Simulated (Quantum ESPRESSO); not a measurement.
Sr$_{2}$TiSnO$_{6}$, space group I4/mmm (No. 139):

```xyz
10
Lattice="0.0000 4.0696 3.9487 4.0696 0.0000 3.9487 4.0696 4.0696 0.0000" Properties=species:S:1:pos:R:3 pbc="T T T"
Sr     2.0348     2.0348     1.9743
Sr     6.1043     6.1043     5.9230
Ti     4.0696     4.0696     3.9487
Sn     0.0000     0.0000     0.0000
O      2.0795     4.0696     3.9487
O      6.0597     4.0696     3.9487
O      4.0696     2.0795     3.9487
O      4.0696     6.0597     3.9487
O      4.0696     4.0696     2.0244
O      4.0696     4.0696     5.8730
```
The cell was made here from a computed Materials Project entry: strained by -2 % along the cube axis and by +1 % across it, atoms relaxed (PBE without dispersion, pw.x of a modified build of Quantum ESPRESSO, symmetry kept). The parent is Sr2TiSnO6 in Fm-3m; whether this form has been observed was not checked. Stability against distortions was not tested. The run has no spin polarisation.

```csv
site,Wyckoff letter,site symmetry
Sr,d,-4m2
Ti,b,4/mmm
Sn,a,4/mmm
O1,h,m2m
O2,e,4mm
```

Cores are frozen. Against all-electron runs on small test molecules, this scheme's |Vzz| missed by −2 to +6 % on O. Sr, Ti, Sn had no test against all-electron runs. Spin–orbit coupling is left out, a limit on Sn.

Where does symmetry force the field gradient to vanish or to be axial, and what does PBE PAW (JTH datasets; density from pw.x of Quantum ESPRESSO, gradients reconstructed from it by a script) give?


| site | by symmetry | Vzz (a.u.) | η_Q |
|---|---|---|---|
| Sr | axial, η = 0 (an axis of order 3 or more) | -0.038 | 0.00 |
| Ti | axial, η = 0 (an axis of order 3 or more) | -0.336 | 0.00 |
| Sn | axial, η = 0 (an axis of order 3 or more) | -0.458 | 0.00 |
| O1 | η is free | 0.610 | 0.16 |
| O2 | axial, η = 0 (an axis of order 3 or more) | 0.564 | 0.00 |
